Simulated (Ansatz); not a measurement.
BiTe:
Space group R-3m, hexagonal axes (No. 166); a = b = 4.823 Å, c = 9.885 Å, α = β = 90.00°, γ = 120.00°

```
atom  site  symmetry       x       y       z
----  ----  --------  ------  ------  ------
Bi      3b       -3m  0.0000  0.0000  0.5000
Te      3a       -3m  0.0000  0.0000  0.0000
```
(The calculation used a cell of 2 atoms; values per cell refer to that cell.)

Relaxed at zero pressure with the program Ansatz at the r²SCAN level (PAW).

Task: The volume is lowered by 3 % and shape and atoms relax at that volume. What pressure results, and how do the axes share the change?

Result: 1.5 GPa; a -0.5 %, b -0.5 %, c -2.1 %; the energy rises by 5 meV/atom.

Task: Give the new structure.

Result: 
Space group R-3m, hexagonal axes (No. 166); a = 4.801 Å, b = 4.801 Å, c = 9.677 Å, α = 90.00°, β = 90.00°, γ = 120.00°

```json
[
 {"atom": "Bi", "site": "3b", "symmetry": "-3m", "x": "0.0000", "y": "0.0000", "z": "0.5000"},
 {"atom": "Te", "site": "3a", "symmetry": "-3m", "x": "0.0000", "y": "0.0000", "z": "0.0000"}
]
```

The phase is kept; no other phase was compared at this pressure.

The first step of the workflow began from a Materials Project structure, measured or hypothetical; the Crystallography Open Database copy checked does not list it. COD files the formula under space group No. 164, 225. Whether it is the stable phase at ambient conditions was not checked. Symmetry was held in the r²SCAN relaxation; its stability against distortions is not shown here. Scalar-relativistic: spin–orbit coupling is off unless named, which matters more the heavier the elements.

Potentials: the later of the program's two PAW sets.
